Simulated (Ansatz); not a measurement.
**Elastic constants of InAs (F-43m), step by step**

```xyz
2
Lattice="0.0000 3.0439 3.0439 3.0439 0.0000 3.0439 3.0439 3.0439 0.0000" Properties=species:S:1:pos:R:3 pbc="T T T"
In    0.0000    0.0000    0.0000
As    4.5659    4.5659    4.5659
```

The conventional cell has a = 6.088 Å, b = 6.088 Å, c = 6.088 Å, α = 90.00°, β = 90.00°, γ = 90.00°. In (atom 1) has 4 As at 2.64 Å as nearest neighbours. As (atom 2) has 4 In at 2.64 Å as nearest neighbours.

Unless marked otherwise, the numbers come from PBEsol, all-electron LAPW in Ansatz 0.2.0, scalar-relativistic. k mesh 14×14×14, Fermi-Dirac smearing of 0.100 eV, basis error target 0.5 meV/atom. The cell was relaxed by PAW under this functional.

The cell is cubic and carries a residual pressure of -0.01 GPa at this level. Each strain component that symmetry leaves independent is applied at ±0.008 and ±0.016, the ions relax wherever a strain frees them, and the stress (tension positive, GPa) is read. Shears are engineering strains, γ = 2ε.

```json
{"strain": "xx", "size": "-0.016", "σxx": "-1.2695", "σyy": "-0.7362", "σzz": "-0.7362", "σyz": "0.0000", "σxz": "0.0000", "σxy": "0.0000"}
{"strain": "xx", "size": "-0.008", "σxx": "-0.6230", "σyy": "-0.3510", "σzz": "-0.3510", "σyz": "0.0000", "σxz": "0.0000", "σxy": "0.0000"}
{"strain": "xx", "size": "+0.008", "σxx": "0.6349", "σyy": "0.3535", "σzz": "0.3535", "σyz": "0.0000", "σxz": "0.0000", "σxy": "0.0000"}
{"strain": "xx", "size": "+0.016", "σxx": "1.2457", "σyy": "0.6747", "σzz": "0.6747", "σyz": "0.0000", "σxz": "0.0000", "σxy": "0.0000"}
{"strain": "yz", "size": "-0.016", "σxx": "0.0138", "σyy": "0.0075", "σzz": "0.0075", "σyz": "-0.5697", "σxz": "0.0000", "σxy": "0.0000"}
{"strain": "yz", "size": "-0.008", "σxx": "0.0124", "σyy": "0.0108", "σzz": "0.0108", "σyz": "-0.2848", "σxz": "0.0000", "σxy": "0.0000"}
{"strain": "yz", "size": "+0.008", "σxx": "0.0124", "σyy": "0.0108", "σzz": "0.0108", "σyz": "0.2848", "σxz": "0.0000", "σxy": "0.0000"}
{"strain": "yz", "size": "+0.016", "σxx": "0.0138", "σyy": "0.0075", "σzz": "0.0075", "σyz": "0.5697", "σxz": "0.0000", "σxy": "0.0000"}
```

The slope is [8(σ(+δ) − σ(−δ)) − (σ(+2δ) − σ(−2δ))]/(12δ), and the program imposes the crystal's symmetry on the matrix.

(1) What are the independent elastic constants?

(2) Do they meet the Born conditions?

(3) What moduli does a random aggregate of grains have?

(4) With the density of 5.586 g/cm³, how fast does sound travel, and what Debye temperature follows?

(5) How far do the constants move if PAW replaces LAPW in the same cell?

## Answers

(1) C11 = 78.6, C12 = 44.0, C44 = 35.6 GPa.

(2) C11 − C12 = 34.6, C11 + 2C12 = 166.7 and C44 = 35.6 GPa must all be positive, so the crystal is elastically stable; that says nothing yet of its phonons.

(3) B = (C11 + 2C12)/3 = 55.6 GPa. G_V = (C11 − C12 + 3C44)/5 = 28.3 and G_R = 5(C11 − C12)C44/(4C44 + 3(C11 − C12)) = 25.0, so G_H = 26.7 GPa. Then E = 9BG/(3B + G) = 68.9 GPa, ν = (3B − 2G)/(6B + 2G) = 0.293 and B/G = 2.08, on the ductile side of Pugh's 1.75 (a rule of thumb).

(4) 

```
direction  slow (m/s)  middle (m/s)  fast (m/s)
    [100]        2525          2525        3752
    [110]        1760          2525        4166
    [111]        2047          2047        4295
```

The mean of v⁻³ over directions and branches gives v_m = 2416 m/s and θ_D = (ħ/k_B) v_m (6π²n)^(1/3) = 236 K, n being atoms per volume. Young's modulus spans 47 to 88 GPa over directions, and the universal anisotropy index is 0.65.

(5) 

```tsv
constant	LAPW (GPa)	PAW (GPa)	difference
C11	78.6	78.6	0.0
C12	44.0	44.0	0.0
C44	35.6	35.6	0.0
```

Caveats: the gap is so small that the run used smearing, and responses move with mesh and smearing; the frozen-core PAW files of the compared runs were fitted under PBE, their cores solved anew for this functional; responses of metals move with mesh and smearing.
